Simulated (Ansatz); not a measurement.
Co3Si in space group P6_3/mmc (No. 194; Co on 6h, Si on 2c) at seven volumes, plane-wave PAW PBEsol (Ansatz code), shape and atoms relaxed at each. One row is withheld.

| V (Å³/atom) | P (GPa) |
|---|---|
| 9.191 | 31.99 |
| 9.494 | 19.50 |
| 9.797 | 8.94 |
| 10.100 | 0.00 |
| 10.403 | ? |
| 10.706 | -13.94 |
| 11.009 | -19.33 |

Question: Fit the shown pressures and predict the withheld one.

Answer: Third-order Birch–Murnaghan: P = (3/2)B₀(x^(7/2) − x^(5/2))[1 + (3/4)(B′ − 4)(x − 1)] with x = (V₀/V)^(2/3). Least squares on the six rows gives V₀ = 10.100 Å³/atom, B₀ = 273.2 GPa, B′ = 4.57. At V = 10.403, x = 0.9805 and P = -7.55 GPa. The run itself gave -7.55 GPa.

The workflow started from a Materials Project entry (that database holds measured and hypothetical structures alike); the Crystallography Open Database copy checked does not list it. Whether it is the stable phase at ambient conditions was not checked. Symmetry was held in the PBEsol relaxation; whether a distortion lowers the energy is not shown. No spin polarisation was allowed.

Potentials: the later of the program's two PAW sets.
